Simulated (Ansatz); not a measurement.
Values for one crystal, relaxed and computed with the program Ansatz at the LDA level (PAW); other levels are named.

- Volume per atom: 23.11 Å³
- Electronic character: metallic (no gap)
- Density of states at the Fermi level: 0.11 states/eV per atom (mean over ±0.08 eV)
- Bulk modulus (Birch–Murnaghan fit): 98.7 GPa
- Formation energy from the elements (no fitted shifts): -75 kJ/mol of atoms
- Zone-centre stability: no imaginary mode at Γ
- Pressure derivative B′: 4.6

**Question.** Which of these materials gives this?
(A) GeTe2Pb, P4/mmm (Ge on 1a, Te on 1b, Te on 1c, Pb on 1d)
(B) ZrSnTe, P4/nmm (Zr on 2c, Sn on 2a, Te on 2c)
(C) ZrSiS, P4/nmm (Zr on 2c, Si on 2a, S on 2c)
(D) NiTe2, CdI2 type

**Answer.** B, ZrSnTe, P4/nmm (Zr on 2c, Sn on 2a, Te on 2c)

The first step of the workflow began from a Materials Project structure, measured or hypothetical; the Crystallography Open Database copy checked does not list it. Its standing as an ambient phase is unchecked. The LDA relaxation kept the symmetry of its start. The run is not spin-polarised. The references are the lowest solids computed at this level, not always the standard phases. Scalar-relativistic: spin–orbit coupling is off unless named, which matters more the heavier the elements.

Potentials: the later of the program's two PAW sets.
